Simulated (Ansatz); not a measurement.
Nb$_{3}$Ir (Cu3Au type, Pm-3m), r²SCAN (plane waves, PAW; program Ansatz), all energies at zero smearing, with the estimated change up to a 700 eV cutoff added, with one set of potentials and settings (totals compare only within such a set). Cell of 4 atoms (3 Nb, 1 Ir): -25641.562 eV.

```
element             reference phase  E (eV/atom)
-------  --------------------------  -----------
Nb       Im-3m, 1 atoms in the cell   -4563.6587
Ir       Fm-3m, 1 atoms in the cell  -11950.0469
```

Formation energy per atom, worked out: (-25641.562 − 3×(-4563.6587) − 1×(-11950.0469))/4 = -0.135 eV/atom (-13 kJ per mol of atoms), at 0 K, without zero-point energy or fitted corrections.

The cell is a constructed one: a structure type filled with these elements; neither database checked (COD, Materials Project) lists it. COD files the formula under space group No. 223. Its standing as an ambient phase is unchecked. The r²SCAN relaxation kept the symmetry of its start. At this level the phase is mechanically unstable. No spin polarisation was allowed. The references are the lowest solids computed at this level, not always the standard phases. Scalar-relativistic: spin–orbit coupling is off unless named, which matters more the heavier the elements.

Potentials: the earlier of the program's two PAW sets.
